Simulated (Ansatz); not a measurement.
Space group Pm-3m (No. 221). a = 4.167 Å, b = 4.167 Å, c = 4.167 Å, α = 90.00°, β = 90.00°, γ = 90.00°
```csv
atom,site,symmetry,x,y,z
Mn,3d,4/mm.m,0.0000,0.5000,0.0000
Sb,1b,m-3m,0.5000,0.5000,0.5000
N,1a,m-3m,0.0000,0.0000,0.0000
```

Equation of state of this Mn3SbN structure (not necessarily the ground state), with shape and atoms relaxed at each volume where symmetry leaves them free. It has no gap at any of these volumes. These are results of DFT r2SCAN, scalar-relativistic, plane waves, PAW in Ansatz, not measurements.

Settings: cutoff 500 eV, Γ-centred mesh 8×8×8 on the computed 5-atom cell, Gaussian smearing of 0.10 eV; collinear spin.

```
V (Å³/atom) E − E(largest V) (meV/atom) P (GPa)
     13.605                         2.78     3.22
     14.039                        -1.88     1.14
     14.473                        -4.11     0.02
     14.908                        -2.63    -0.66
     15.342                         0.00    -1.44
```

Fit a third-order Birch–Murnaghan equation to E(V).

V0 = 14.52 Å³/atom, B0 = 31 GPa, B0' = 6.7.

The state reached may not be the lowest one. Spin-orbit coupling is left out, which matters for the bands of heavy elements. The program reads another magnetic order as possibly lower. Moments started parallel, and an antiferromagnetic order may lie lower.

Cost: 5 runs of about 3.8 core-minutes in all, on Intel Xeon Platinum 8488C (Sapphire Rapids) (shared hosts).